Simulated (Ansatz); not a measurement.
CdS (rock salt, space group No. 225) at seven volumes, PBEsol (plane waves, PAW; program Ansatz), shape and atoms relaxed at each. One row is withheld.

| V (Å³/atom) | P (GPa) |
|---|---|
| 17.885 | 9.89 |
| 18.474 | 6.01 |
| 19.064 | 2.74 |
| 19.654 | -0.01 |
| 20.243 | -2.32 |
| 20.833 | ? |
| 21.422 | -5.91 |

Question: Fit the shown pressures and predict the withheld one.

Answer: P = (3/2)B₀(x^(7/2) − x^(5/2))[1 + (3/4)(B′ − 4)(x − 1)] with x = (V₀/V)^(2/3). Least squares on the six rows gives V₀ = 19.652 Å³/atom, B₀ = 84.0 GPa, B′ = 4.73. At V = 20.833, x = 0.9618 and P = -4.27 GPa. The run itself gave -4.27 GPa.

Space group Fm-3m (rock salt). This is a known high-pressure phase of the composition, computed here at zero pressure and temperature. The PBEsol relaxation kept the symmetry of its start; its stability against distortions is not shown here.

Potentials: the later of the program's two PAW sets.
